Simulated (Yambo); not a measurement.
```xyz
4
Lattice="4.1819 0.0000 0.0000 -2.0909 3.6216 0.0000 0.0000 0.0000 6.8976" Properties=species:S:1:pos:R:3 pbc="T T T"
Cu     2.0909     1.2072     6.0243
Cu     0.0000     2.4144     2.5755
I      2.0909     1.2072     3.4599
I      0.0000     2.4144     0.0111
```

CuI (wurtzite, space group P6_3mc, No. 186): mean Im ε in 1 eV windows above the direct gap of 2.15 eV, for different electron-hole kernels (Yambo, broadening 0.15 eV, norm-conserving PBEsol (Quantum ESPRESSO, 92 Ry, no spin-orbit coupling) bands; 9×9×4 mesh, 10 valence and 4 conduction bands, static screening with 66 bands and a 4 Ry block, scissor 0.95 eV, Tamm-Dancoff; field along x).

| window (eV) | independent quasiparticles | RPA (no attraction) | BSE |
|---|---|---|---|
| 2.2 to 3.2 | 0.9 | 0.9 | 1.8 |
| 3.2 to 4.2 | 2.2 | 2.1 | 5.6 |
| 4.2 to 5.2 | 5.7 | 5.5 | 5.8 |

This run doesn't resolve bound excitons or single peaks, so only averages are given, and they too depend on the mesh; weight that the attraction moves below the gap isn't listed. All transitions below 5.82 eV are in the band window. The scissor comes from a G0W0 run whose convergence isn't established.

Without spin-orbit coupling, band edges of such heavy elements can be off by tenths of an eV. The filled Cu 3d shell has no Hubbard U; semilocal functionals place it too high.

Geometry relaxed with PBEsol.

This is not the ordinary phase of the substance.
